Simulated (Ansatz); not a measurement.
WO$_{3}$:
```
WO3
1.0
    3.79963     0.00000     0.00000
    0.00000     3.79963     0.00000
    0.00000     0.00000     3.79963
W O
1 3
Direct
  0.00000   0.00000   0.00000
  0.00000   0.00000   0.50000
  0.50000   0.00000   0.00000
  0.00000   0.50000   0.00000
```

Relaxed with PBEsol. Special points in fractions of this cell's reciprocal vectors: Γ (0.000, 0.000, 0.000); X (0.000, 0.500, 0.000); M (0.500, 0.500, 0.000); R (0.500, 0.500, 0.500).

Problem. List the band energies nearest the valence-band maximum at these points for DFT-PBEsol with spin–orbit coupling in the program Ansatz with PAW potentials.

Solution. In eV from the valence-band maximum; about four levels below and three above (degenerate sets whole), none deeper than 8.9 eV; points with the same levels are listed once.

```json
[
 {"k": "Γ", "below": "-0.98 -0.98 -0.98 -0.98", "above": "0.40 0.40 0.40 0.40"},
 {"k": "X", "below": "-1.12 -1.12 -1.02 -1.02", "above": "0.62 0.62 3.98 3.98"},
 {"k": "M", "below": "-1.92 -1.92 -0.02 -0.02", "above": "3.98 3.98 4.26 4.26"},
 {"k": "R", "below": "0.00 0.00 0.00 0.00", "above": "5.37 5.37 5.37 5.37"}
]
```

Space group Pm-3m (ReO3 type). The first step of the workflow began from a Materials Project structure, measured or hypothetical; the Crystallography Open Database copy checked does not list it. COD files the formula under space group No. 2, 14, 62, 129, 130, 191. Whether it is the stable phase at ambient conditions was not checked. The PBEsol relaxation kept the symmetry of its start. At this level the phase is dynamically unstable (imaginary phonons). The run is not spin-polarised. No Hubbard U is applied.

Potentials: the earlier of the program's two PAW sets. The files were generated under PBE; for other functionals the program regenerates the frozen cores, and for LDA and PBEsol the local potential too.
